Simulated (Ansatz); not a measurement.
CrB2:
```xyz
3
Lattice="-1.4138 1.4138 2.9584 1.4138 -1.4138 2.9584 1.4138 1.4138 -2.9584" Properties=species:S:1:pos:R:3 pbc="T T T"
Cr     0.0000     0.0000     0.0000
B      0.0000     0.0000     2.1118
B      0.0000     0.0000     3.8050
```

Relaxed with PBEsol.

Decompose the optical modes at the zone centre into irreducible representations, and say which are infrared and Raman allowed.

Point group 4/mmm: Γ_opt = A1g + A2u + Eg + Eu. Infrared: A2u, Eu. Raman: A1g, Eg.

Assign frequencies (DFPT, PBEsol (plane waves, PAW; program Ansatz)).

Eg 360, A2u 422, Eu 537, A1g 919 cm⁻¹.

Space group I4/mmm (MoSi2 or CaC2 type). A made-up cell: these elements were put on the sites of a structure type; neither database checked (COD, Materials Project) lists it. COD files the formula under space group No. 191. Its standing as an ambient phase is unchecked. The PBEsol relaxation kept the symmetry of its start; whether a distortion lowers the energy is not shown. The workflow began spin-polarised and lost its moments. As this level gives no gap, phonon frequencies hold no LO–TO term and depend on the k-mesh and smearing (Fermi–Dirac, 0.1 eV here).

Potentials: the earlier of the program's two PAW sets. The files were generated under PBE; for other functionals the program regenerates the frozen cores, and for LDA and PBEsol the local potential too.
